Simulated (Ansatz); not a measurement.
# A crystal of cell content C10H16N4O2 at more than one level of theory

Plane-wave PAW calculations in Ansatz, scalar-relativistic unless spin-orbit coupling is named; Γ-centred meshes, relaxations with the symmetry kept. Pressure is positive in compression. No spin polarisation at the first level.

Settings: cutoff 420 eV, Γ-centred mesh 4×4×4 on the computed 32-atom cell, Gaussian smearing of 0.02 eV; no spin polarisation.

Structure relaxed with PBE+D3(BJ):

```cif
data_structure
_symmetry_space_group_name_H-M 'P-1'
_symmetry_Int_Tables_number 2
_cell_length_a 5.8324
_cell_length_b 6.2860
_cell_length_c 8.9720
_cell_angle_alpha 95.970
_cell_angle_beta 102.649
_cell_angle_gamma 109.207
_cell_volume 297.51
loop_
_atom_site_label
_atom_site_type_symbol
_atom_site_symmetry_multiplicity
_atom_site_Wyckoff_symbol
_atom_site_fract_x
_atom_site_fract_y
_atom_site_fract_z
_atom_site_occupancy
H1 H 2 i 0.00005 0.99470 0.23331 1
H2 H 2 i 0.75943 0.94641 0.05853 1
H3 H 2 i 0.84129 0.71219 0.11834 1
H4 H 2 i 0.43886 0.03268 0.36544 1
H5 H 2 i 0.53701 0.13293 0.20203 1
H6 H 2 i 0.76466 0.18201 0.38258 1
H7 H 2 i 0.02642 0.41850 0.13130 1
H8 H 2 i 0.25350 0.48332 0.31228 1
C1 C 2 i 0.69789 0.73693 0.38483 1
C2 C 2 i 0.61800 0.83164 0.24948 1
C3 C 2 i 0.81923 0.87285 0.15858 1
C4 C 2 i 0.58677 0.05998 0.30464 1
C5 C 2 i 0.35765 0.66836 0.14192 1
N1 N 2 i 0.20676 0.50959 0.20081 1
N2 N 2 i 0.76469 0.66450 0.49337 1
O1 O 2 i 0.29623 0.69991 0.00682 1
```

| level | cell | cutoff (eV) | k mesh | primitive cell | V (Å³/atom) | P (GPa; residual where relaxed) | gap on mesh (eV) |
| --- | --- | --- | --- | --- | --- | --- | --- |
| PBE+D3(BJ) | relaxed | 420 | 4×4×4 | a = 5.83 Å, b = 6.29 Å, c = 8.97 Å, α = 95.97°, β = 102.65°, γ = 109.21° | 9.3 | -0.02 | 4.75 |
| PBEsol | relaxed | 420 | 4×4×4 | a = 6.56 Å, b = 6.23 Å, c = 9.48 Å, α = 93.44°, β = 111.22°, γ = 109.50° | 10.4 | 0.00 | 4.74 |

The start is a cell measured at 293 K (doi:10.1107/S1600536812013360), with 9.76 Å³ an atom; a static calculation leaves out thermal expansion, so the difference isn't the functional's error alone.

Cost: 2 runs of about 69 core-minutes in all, on Arm Neoverse V1 (shared hosts).